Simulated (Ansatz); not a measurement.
Relaxed-ion elastic tensor of SiNF in space group P3m1 (No. 156; Si on 1a, N on 1c, F on 1a) in GPa (Voigt order), plane-wave PAW r²SCAN+D4 (Ansatz code); density 2.99 g/cm³, 11.30 Å³ per atom.

```csv
,1,2,3,4,5,6
1,399,125,12.7,0.6,0.0,0.0
2,125,399,12.7,-0.6,0.0,0.0
3,12.7,12.7,46.7,0.0,0.0,0.0
4,0.6,-0.6,0.0,10.5,0.0,0.0
5,0.0,0.0,0.0,0.0,10.5,0.6
6,0.0,0.0,0.0,0.0,0.6,137
```

Problem. Is the crystal mechanically stable?

Solution. Yes: the smallest eigenvalue of C is 10.5 GPa.

Problem. Work out the Voigt and Reuss bounds. Is their mean of use?

Solution. K_V = 127, K_R = 42.6; G_V = 78.0, G_R = 21.1 GPa. The bounds lie so far apart that a Hill average or a Debye temperature from it would say little.

The start of the workflow was typed in or built on a structure type; neither database checked (COD, Materials Project) lists it. Its standing as an ambient phase is unchecked. The cell was relaxed with r²SCAN+D4 under the symmetry of its start; whether a distortion lowers the energy is not shown. The volume moved by -27 % from the start of the relaxation.

Potentials: the earlier of the program's two PAW sets.
